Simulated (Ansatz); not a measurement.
# How much do the gradients of Cd depend on the method?

Cell: an entry of the Crystallography Open Database (COD), whose atoms a relaxation with PBE at fixed cell left in place.

```
CELL_PARAMETERS angstrom
2.97887 0.00000 0.00000
-1.48944 2.57978 0.00000
0.00000 0.00000 5.61765
ATOMIC_POSITIONS crystal
Cd 0.33333 0.66667 0.25000
Cd 0.66667 0.33333 0.75000
```

Atoms are numbered from 1 in the order listed; like atoms form one site, named after its first atom.

First run. Level of theory: DFT, PBE, plane waves and PAW, scalar-relativistic, 420 eV cutoff, Γ-centred 13×13×6 k-points, Fermi–Dirac smearing 0.05 eV (Ansatz 0.2.0).

```json
{"site": "Cd", "atom": "1", "V_zz (10²¹ V/m²)": "7.33", "η": "0.00"}
```

Second run. The same atoms and settings, except that the functional is r2SCAN and the cutoff is 500 eV.

Problem. Given the first result, estimate the second.

Solution. 

```
site  atom  V_zz     η  change of V_zz
  Cd     1  9.18  0.00           +1.85
```

The largest change of V_zz is on Cd, from 7.33 to 9.18.

The run finds no gap above 0.1 eV (a metal, or nearly one), so the gradients can move by 10 % or more with the k-mesh. Without spin–orbit coupling (the program notes it for Cd) the gradients can shift somewhat, as the gap is small.
